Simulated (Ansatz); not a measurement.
Sn (beta-Sn type, space group I4_1/amd)

```yaml
crystal:
  lattice:
    - [-2.91651, 2.91651, 1.57919]
    - [2.91651, -2.91651, 1.57919]
    - [2.91651, 2.91651, -1.57919]
  atoms:
    - { symbol: Sn, position: [0.75000, 0.25000, 0.50000] }
    - { symbol: Sn, position: [0.00000, 0.00000, 0.00000] }
```

In this cell atom 2 (Sn, nearest neighbour Sn at 3.022 Å; its periodic images, 3.2 Å or more away, move with it) is moved by s along Cartesian z, unit vector (0.000, 0.000, 1.000); all other atoms and the cell stay fixed.

All values below come from PBEsol (plane waves to 420 eV, PAW, scalar-relativistic; Ansatz, a quantum-chemistry and plane-wave program). k mesh 13×13×13 (Γ-centred), Fermi-Dirac smearing 0.05 eV. The energy includes the smearing's −TS. With partly filled bands, energies and forces of such displacements shift with the k mesh and the smearing. Sn was relaxed with its symmetry unable to fall. The zero of ΔE is the undisplaced structure. The last digit holds for this mesh only.

```csv
s (Å),ΔE (meV/cell)
-0.910,withheld
-0.728,52.36
-0.546,42.31
-0.364,23.78
-0.182,6.49
0.000,0.00
0.182,6.49
0.364,23.78
0.546,42.31
0.728,52.36
0.910,withheld
```

Task: Fit an even polynomial form (powers 2, 4, 6) to the given rows and predict ΔE at s = -0.910.

Result: Least squares on the 9 given rows: ΔE = (211.3)·s² + (-258.1)·s⁴ + (86.42)·s⁶, in meV/cell with s in Å; root-mean-square residual 0.122 meV/cell. At -0.910 the fit gives 47.06 meV/cell; the calculation gives 50.34 meV/cell, so the extrapolation is off by -3.28 (-6.5 %). The quadratic term alone would give 174.98 meV/cell.

(For displaced atoms, the force is minus the slope of the energy, and its curvature is a force constant, which sets phonon frequencies.)
